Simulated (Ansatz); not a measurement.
Level of theory: DFT PBE, scalar-relativistic, plane waves, PAW in Ansatz 0.2.0. All cells share a 420 eV cutoff and Γ-centred k meshes spaced at most about 0.3 Å⁻¹ (about 0.25 or finer for metals, 2π included). No spin polarisation in the final relaxations.

Temperature and zero-point effects are left out. All come from trial cells, and lower structures may exist.

Question: Which of these relaxed structures of TaB3Mo2 is the lowest in energy?
1.

Space group P-3m1 (No. 164). a = 3.181 Å, b = 3.181 Å, c = 7.817 Å, α = 90.00°, β = 90.00°, γ = 120.00°
```csv
atom,site,symmetry,x,y,z
Ta,1a,-3m.,0.0000,0.0000,0.0000
B,2d,3m.,0.6667,0.3333,0.1732
B,1b,-3m.,0.0000,0.0000,0.5000
Mo,2d,3m.,0.6667,0.3333,0.6642
```

2.

Space group P6/mmm (No. 191). a = 5.188 Å, b = 5.188 Å, c = 3.160 Å, α = 90.00°, β = 90.00°, γ = 120.00°
```tsv
atom	site	symmetry	x	y	z
Ta	1a	6/mmm	0.0000	0.0000	0.0000
B	3g	mmm	0.5000	0.5000	0.5000
Mo	2c	-6m2	0.6667	0.3333	0.0000
```

3.

Space group Cmmm (No. 65). a = 4.432 Å, b = 11.135 Å, c = 3.052 Å, α = 90.00°, β = 90.00°, γ = 90.00°
| atom | site | symmetry | x | y | z |
| --- | --- | --- | --- | --- | --- |
| Ta | 2b | mmm | 0.5000 | 0.0000 | 0.0000 |
| B | 4j | m2m | 0.5000 | 0.1637 | 0.5000 |
| B | 2a | mmm | 0.0000 | 0.0000 | 0.0000 |
| Mo | 4i | m2m | 0.5000 | 0.3106 | 0.0000 |

Answer: 1. It has space group P-3m1 (No. 164); the next, 3, with space group Cmmm (No. 65), lies 0.65 eV/atom higher. Counting B atoms around Mo and Ta (those within 1.25 times the shortest such distance or 1.15 times the sum of covalent radii; a plus sign parts nearer from farther groups), the lowest has Ta 6, Mo 6 and the next has Ta 6, Mo 3+4.

The k mesh leaves some 4 meV/atom of noise in the energy of each metallic cell. Spin–orbit coupling, which can matter for Ta, is left out. With atoms moved at random, P-3m1 came back. Other cells relaxed within their symmetry can be saddle points. Some types were kept out of the candidates beforehand, so the set may lack a known form.
